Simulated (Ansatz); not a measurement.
Os:
```cif
data_Os2
_chemical_formula_sum 'Os2'
_space_group_name_H-M_alt 'P63/mmc'
_space_group_IT_number 194
_space_group_name_Hall '-P 6c 2c'
_cell_length_a 2.73624
_cell_length_b 2.73624
_cell_length_c 4.32270
_cell_angle_alpha 90.000
_cell_angle_beta 90.000
_cell_angle_gamma 120.000
loop_
_atom_site_label
_atom_site_type_symbol
_atom_site_symmetry_multiplicity
_atom_site_Wyckoff_symbol
_atom_site_fract_x
_atom_site_fract_y
_atom_site_fract_z
_atom_site_occupancy
Os1 Os 2 d 0.66667 0.33333 0.25000 1
```

Relaxed at zero pressure with PBE+D3(BJ) in the plane-wave PAW code Ansatz.

The volume is raised by 3 % and shape and atoms relax at that volume. What pressure results, and how do the axes share the change?

-11.5 GPa; a 1.0 %, b 1.0 %, c 0.9 %; the energy rises by 16 meV/atom.

Give the new structure.


Space group P6₃/mmc (No. 194); a = b = 2.765 Å, c = 4.361 Å, α = β = 90.00°, γ = 120.00°

| atom | site | symmetry | x | y | z |
|---|---|---|---|---|---|
| Os | 2d | -6m2 | 0.6667 | 0.3333 | 0.2500 |

The phase is kept; no other phase was compared at this pressure.

Space group P6_3/mmc (hcp (Mg type)). Symmetry was held in the PBE+D3(BJ) relaxation. The run is not spin-polarised. The pairwise dispersion correction was not fitted to metals. Axis ratios of metals converge slowly with the k-mesh, so a and c are less sure than the volume. Scalar-relativistic: spin–orbit coupling is off unless named, which matters more the heavier the elements.

Potentials: the later of the program's two PAW sets.
